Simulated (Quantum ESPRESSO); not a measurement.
## Hf3GaO7F (input and log of a self-consistent run)

Simulated, not a measurement. The program is pw.x of Quantum ESPRESSO 7.5 (plane-wave density functional theory). The cell is made up: 12 atoms on a fluorite lattice, with randomly drawn elements, strain and displacements, not relaxed. PseudoDojo standard norm-conserving files (v0.5 for PBE, v0.4.1 for LDA and PBEsol) set the functional; there is no spin polarisation, spin-orbit coupling or dispersion term, and the masses in the input are unused placeholders.

The hafnium pseudopotential is less sure than the others, with forces about 3 percent (worst 6) and pressure in oxides about 1.5 GPa (worst 2.7) from a second method in checks, which no rerun with the same files tests.

Input:

```
&control calculation='scf', pseudo_dir='./dojo.nc.sr.pbe.v0_5.standard.upf', outdir='./o', disk_io='medium', tprnfor=.true., tstress=.true. /
&system ibrav=0, nat=12, ntyp=4, nbnd=55, ecutwfc=105.61755193, nosym=.true., tot_charge=0,
 occupations='smearing', smearing='fd', degauss=0.0018374661
/
&electrons conv_thr=7.350e-09, electron_maxstep=60, /
ATOMIC_SPECIES
F 1.0 F.upf
Ga 1.0 Ga.upf
Hf 1.0 Hf.upf
O 1.0 O.upf
CELL_PARAMETERS angstrom
5.0362 0.0611 -0.0193
0.0611 5.1162 -0.0012
-0.0193 -0.0012 5.1603
ATOMIC_POSITIONS angstrom
Hf -0.0086 -0.0054 0.0162
Hf 0.0175 2.4129 2.5457
Hf 2.5676 -0.1168 2.5747
Ga 2.4667 2.5799 0.0299
O 1.1782 1.4006 1.3057
O 1.232 1.3764 3.8818
O 1.3078 3.8769 1.1844
O 1.2667 3.9344 3.7498
O 3.8364 1.2709 1.2478
F 3.7324 1.3663 3.878
O 3.7791 3.8113 1.2798
O 3.7755 3.7864 3.887
K_POINTS automatic
6 6 6 1 1 1
```

The log is shortened where brackets say so; the opening notice, blank lines, dates and the lines on written files are dropped, and the path of the files is cut. It prints rydbergs, bohrs and kilobars, and counts compression as positive stress. With no partly filled state, the Fermi energy that it prints is only some level between the filled and the empty states on the mesh, and need not lie in the true gap.

```
     Program PWSCF v.7.5
     Parallel version (MPI & OpenMP), running on       1 processor cores
     Number of MPI processes:                 1
     Threads/MPI process:                     1
     [start-up lines left out]
     bravais-lattice index     =            0
     lattice parameter (alat)  =       9.5178  a.u.
     unit-cell volume          =     897.1248 (a.u.)^3
     number of atoms/cell      =           12
     number of atomic types    =            4
     number of electrons       =        98.00
     number of Kohn-Sham states=           55
     kinetic-energy cutoff     =     105.6176  Ry
     charge density cutoff     =     422.4702  Ry
     scf convergence threshold =      7.3E-09
     mixing beta               =       0.7000
     number of iterations used =            8  plain     mixing
     Exchange-correlation= PBE
                           (   1   4   3   4   0   0   0)
     [axes and pseudopotential details left out]
   Cartesian axes
     site n.     atom                  positions (alat units)
         1        Hf     tau(   1) = (  -0.0017075  -0.0010722   0.0032165  )
         2        Hf     tau(   2) = (   0.0034746   0.4790725   0.5054394  )
         3        Hf     tau(   3) = (   0.5097876  -0.0231902   0.5111973  )
         4        Ga     tau(   4) = (   0.4897543   0.5122297   0.0059365  )
         5        O      tau(   5) = (   0.2339273   0.2780840   0.2592420  )
         6        O      tau(   6) = (   0.2446091   0.2732792   0.7707172  )
         7        O      tau(   7) = (   0.2596589   0.7697443   0.2351583  )
         8        O      tau(   8) = (   0.2514986   0.7811607   0.7445091  )
         9        O      tau(   9) = (   0.7617032   0.2523325   0.2477461  )
        10        F      tau(  10) = (   0.7410544   0.2712739   0.7699627  )
        11        O      tau(  11) = (   0.7503265   0.7567197   0.2540996  )
        12        O      tau(  12) = (   0.7496117   0.7517759   0.7717496  )
     number of k points=   108  Fermi-Dirac smearing, width (Ry)=  0.0018
     Number of k-points >= 100: set verbosity='high' to print them.
     Dense  grid:   131563 G-vectors     FFT dimensions: (  64,  64,  64)
     Estimated max dynamical RAM per process >     225.02 MB
     Initial potential from superposition of free atoms
     starting charge      97.9917, renormalised to      98.0000
     Starting wfcs are   71 randomized atomic wfcs
     total cpu time spent up to now is       98.6 secs
     per-process dynamical memory:   129.8 Mb
     Self-consistent Calculation
     iteration #  1     ecut=   105.62 Ry     beta= 0.70
     Davidson diagonalization with overlap
     ethr =  1.00E-02,  avg # of iterations =  2.0
     total cpu time spent up to now is      295.1 secs
     total energy              =    -771.47938100 Ry
     estimated scf accuracy    <       4.13403127 Ry
     iteration #  2     ecut=   105.62 Ry     beta= 0.70
     Davidson diagonalization with overlap
     ethr =  4.22E-03,  avg # of iterations =  5.0
     total cpu time spent up to now is      562.1 secs
     total energy              =    -771.66757430 Ry
     estimated scf accuracy    <       8.50148966 Ry
     iteration #  3     ecut=   105.62 Ry     beta= 0.70
     Davidson diagonalization with overlap
     ethr =  4.22E-03,  avg # of iterations =  3.1
     total cpu time spent up to now is      788.9 secs
     total energy              =    -773.43212784 Ry
     estimated scf accuracy    <       0.18602416 Ry
     iteration #  4     ecut=   105.62 Ry     beta= 0.70
     Davidson diagonalization with overlap
     ethr =  1.90E-04,  avg # of iterations =  4.3
     total cpu time spent up to now is     1044.8 secs
     total energy              =    -773.49667911 Ry
     estimated scf accuracy    <       0.09752482 Ry
     iteration #  5     ecut=   105.62 Ry     beta= 0.70
     Davidson diagonalization with overlap
     ethr =  9.95E-05,  avg # of iterations =  3.0
     total cpu time spent up to now is     1253.7 secs
     total energy              =    -773.50010660 Ry
     estimated scf accuracy    <       0.01781877 Ry
     [iterations 6 to 9 left out]
     iteration # 10     ecut=   105.62 Ry     beta= 0.70
     Davidson diagonalization with overlap
     ethr =  4.91E-08,  avg # of iterations =  2.0
     total cpu time spent up to now is     2545.2 secs
     total energy              =    -773.50694188 Ry
     estimated scf accuracy    <       0.00001806 Ry
     iteration # 11     ecut=   105.62 Ry     beta= 0.70
     Davidson diagonalization with overlap
     ethr =  1.84E-08,  avg # of iterations =  2.1
     total cpu time spent up to now is     2784.3 secs
     total energy              =    -773.50694312 Ry
     estimated scf accuracy    <       0.00000194 Ry
     iteration # 12     ecut=   105.62 Ry     beta= 0.70
     Davidson diagonalization with overlap
     ethr =  1.98E-09,  avg # of iterations =  4.2
     total cpu time spent up to now is     3021.8 secs
     total energy              =    -773.50694401 Ry
     estimated scf accuracy    <       0.00000043 Ry
     iteration # 13     ecut=   105.62 Ry     beta= 0.70
     Davidson diagonalization with overlap
     ethr =  4.36E-10,  avg # of iterations =  2.0
     total cpu time spent up to now is     3224.8 secs
     total energy              =    -773.50694405 Ry
     estimated scf accuracy    <       0.00000003 Ry
     iteration # 14     ecut=   105.62 Ry     beta= 0.70
     Davidson diagonalization with overlap
     ethr =  3.18E-11,  avg # of iterations =  4.3
     total cpu time spent up to now is     3453.9 secs
     End of self-consistent calculation
     Number of k-points >= 100: set verbosity='high' to print the bands.
     the Fermi energy is    11.8734 ev
!    total energy              =    -773.50694406 Ry
     estimated scf accuracy    <          3.1E-09 Ry
     smearing contrib. (-TS)   =      -0.00000000 Ry
     internal energy E=F+TS    =    -773.50694406 Ry
     The total energy is F=E-TS. E is the sum of the following terms:
     one-electron contribution =    -161.80854391 Ry
     hartree contribution      =     146.41893355 Ry
     xc contribution           =    -197.55882349 Ry
     ewald contribution        =    -560.55851021 Ry
     convergence has been achieved in  14 iterations
     Forces acting on atoms (cartesian axes, Ry/au):
     atom    1 type  3   force =     0.06896494   -0.07220452    0.04022686
     atom    2 type  3   force =     0.03702277    0.11838004   -0.02975398
     atom    3 type  3   force =    -0.07699079   -0.05278067   -0.04491372
     atom    4 type  2   force =    -0.04001730    0.05121046    0.03041143
     atom    5 type  4   force =     0.06747378   -0.05764872   -0.02980890
     atom    6 type  4   force =     0.01385331   -0.01762457    0.03573639
     atom    7 type  4   force =    -0.00410083    0.01880320    0.00091299
     atom    8 type  4   force =    -0.01724517    0.01353132   -0.01621577
     atom    9 type  4   force =    -0.05824237   -0.01313022    0.01428866
     atom   10 type  1   force =    -0.00083283   -0.03861942   -0.02336686
     atom   11 type  4   force =     0.01349739    0.01414585    0.01053540
     atom   12 type  4   force =    -0.00338290    0.03593724    0.01194749
     Total force =     0.251280     Total SCF correction =     0.000145
     Computing stress (Cartesian axis) and pressure
          total   stress  (Ry/bohr**3)                   (kbar)     P=      -28.74
   0.00015060  -0.00025248  -0.00004741           22.15      -37.14       -6.97
  -0.00025248  -0.00028778   0.00001561          -37.14      -42.33        2.30
  -0.00004741   0.00001561  -0.00044901           -6.97        2.30      -66.05
     init_run     :     88.84s CPU     98.44s WALL (       1 calls)
     electrons    :   3267.91s CPU   3355.33s WALL (       1 calls)
     forces       :     30.44s CPU     30.72s WALL (       1 calls)
     stress       :    115.15s CPU    120.02s WALL (       1 calls)
     [timing details left out]
     PWSCF        :  58m23.15s CPU      1h 0m WALL
     JOB DONE.
```

In other units: free energy -10524.098 eV for the cell, pressure -2.87 GPa, largest force component 3.044 eV/Å. This run is the check on a run of the same cell at a cutoff of 1143 eV and k mesh 4 x 4 x 4: rerunning at a cutoff of 1437 eV and k mesh 6 x 6 x 6 moved values by no more than 0.002 eV in energy, 0.04 GPa in stress and 0.006 eV/Å in force.